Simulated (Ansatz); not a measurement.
# ZrAs: relaxation (Ansatz)

The command:

```bash
ansatz run input.yaml --threads 2 --pin off --max-ram 3584MiB --backend cpu --events-out ev --progress --plain --runs-dir out
```

The input file (Ansatz 0.2.0, plane waves):

```yaml
crystal:
  lattice:
    - [1.647368, 2.853319, 0.0]
    - [-1.647368, 2.853319, 0.0]
    - [0.0, -1.902213, 8.586287]
  atoms:
    - { symbol: As, position: [0.3708, 0.3708, 0.1124] }
    - { symbol: As, position: [0.6292, 0.6292, 0.8876] }
    - { symbol: Zr, position: [0.1276, 0.1276, 0.3828] }
    - { symbol: Zr, position: [0.8724, 0.8724, 0.6172] }
  symmetry: { tolerance: 0.0003 }
kpoints:
  mp_grid: { grid: [7, 7, 7], shift: [0, 0, 0] }
magnetization:
  spin_polarized: false
scf:
  occupations: { method: gaussian, width: 0.0341 }
  lower_state_search: "off"
hamiltonian:
  pseudopotentials: { kind: paw }
  xc: r2scan
basis:
  ecutwfc: 500
  fft_grid_basis: typed
relax:
  max_steps: 80
  cell: { p_target: 0.0 }
output:
  forces: true
  stress: true
  eigenvalues: true
  bader: true
  populations: true
  elf: true
  write_potential: true
  volumetric_format: npy
  dos:
    e_range: [-12, 8]
    de: 0.05
    projected: { site_lists: { As: [As], Zr: [Zr] } }
  write_density: true
checkpoint:
  read: saved_state
```

Origin of the cell: a known structure type with other elements, at an estimated volume, so it need not be a known compound.

The saved state is a converged single point of the same cell.

Steps («new basis» is an SCF on plane waves selected anew at the same cell):

```
step  ΔF (meV/atom)  max force component (eV/Å)  P (GPa)  volume (Å³)  SCF iterations   step was
   1            0.0                       4.477     6.32        80.72               7   accepted
   2         -260.5                       0.674     0.96        82.33               8   accepted
   3         -269.0                       0.156    -0.03        83.76               9   accepted
   4         -270.2                       0.099     0.50        83.43               7   accepted
   5         -271.0                       0.018    -0.09        83.77               6   accepted
   6         -271.0                       0.022     0.18        83.47               6   rejected
   7         -271.1                       0.002    -0.02        83.67               9   accepted
   8         -271.4                       0.002    -0.01        83.67               6  new basis
```

Step 1, with forces in eV/Å:

```xyz
4
Lattice="1.647 2.853 0.000 -1.647 2.853 0.000 0.000 -1.902 8.586" Properties=species:S:1:pos:R:3:forces:R:3 pbc="T T T" step=1
As    0.000    1.902    0.965    0.000    0.000    0.328
As    0.000    1.902    7.621    0.000    0.000   -0.328
Zr    0.000    0.000    3.287    0.000    0.000   -4.477
Zr    0.000    3.804    5.299    0.000    0.000    4.477
```

Step 2, with forces in eV/Å:

```xyz
4
Lattice="1.659 2.873 0.000 -1.659 2.873 0.000 0.000 -1.916 8.636" Properties=species:S:1:pos:R:3:forces:R:3 pbc="T T T" step=2
As    0.000    1.916    0.974    0.000    0.000    0.272
As    0.000    1.916    7.662    0.000    0.000   -0.272
Zr    0.000    0.000    3.107    0.000    0.000   -0.674
Zr    0.000    3.831    5.529    0.000    0.000    0.674
```

Step 3, with forces in eV/Å:

```xyz
4
Lattice="1.670 2.893 0.000 -1.670 2.893 0.000 0.000 -1.928 8.668" Properties=species:S:1:pos:R:3:forces:R:3 pbc="T T T" step=3
As    0.000    1.928    1.035    0.000    0.000   -0.156
As    0.000    1.928    7.633    0.000    0.000    0.156
Zr    0.000    0.000    3.088    0.000    0.000   -0.102
Zr    0.000    3.857    5.580    0.000    0.000    0.102
```

Step 4, with forces in eV/Å:

```xyz
4
Lattice="1.679 2.908 0.000 -1.679 2.908 0.000 0.000 -1.939 8.544" Properties=species:S:1:pos:R:3:forces:R:3 pbc="T T T" step=4
As    0.000    1.939    0.997    0.000    0.000   -0.012
As    0.000    1.939    7.547    0.000    0.000    0.012
Zr    0.000    0.000    3.029    0.000    0.000    0.099
Zr    0.000    3.877    5.514    0.000    0.000   -0.099
```

Step 5, with forces in eV/Å:

```xyz
4
Lattice="1.677 2.905 0.000 -1.677 2.905 0.000 0.000 -1.937 8.595" Properties=species:S:1:pos:R:3:forces:R:3 pbc="T T T" step=5
As    0.000    1.937    1.004    0.000    0.000    0.004
As    0.000    1.937    7.591    0.000    0.000   -0.004
Zr    0.000    0.000    3.054    0.000    0.000   -0.018
Zr    0.000    3.874    5.541    0.000    0.000    0.018
```

Step 8, with forces in eV/Å:

```xyz
4
Lattice="1.675 2.901 0.000 -1.675 2.901 0.000 0.000 -1.934 8.609" Properties=species:S:1:pos:R:3:forces:R:3 pbc="T T T" step=8
As    0.000    1.934    1.004    0.000    0.000    0.000
As    0.000    1.934    7.605    0.000    0.000    0.000
Zr    0.000    0.000    3.058    0.000    0.000   -0.002
Zr    0.000    3.868    5.551    0.000    0.000    0.002
```

| Quantity | Value |
| --- | --- |
| Free energy lowered by | 271.4 meV/atom |
| Volume change | 3.65 % |
| Final pressure | -0.01 GPa |
| Relaxation steps listed | 8 |
| Gap on the mesh | none (metal) |

Caveats: no moments, though an odd count or open d shells may carry them; the k mesh is coarse if the cell is a metal; the relaxation held the start's symmetry, so the end may be a saddle point.

Time: 76 s on 2 threads of Arm Neoverse V2, with other jobs on the host, peak memory 0.67 GiB, from a saved density.
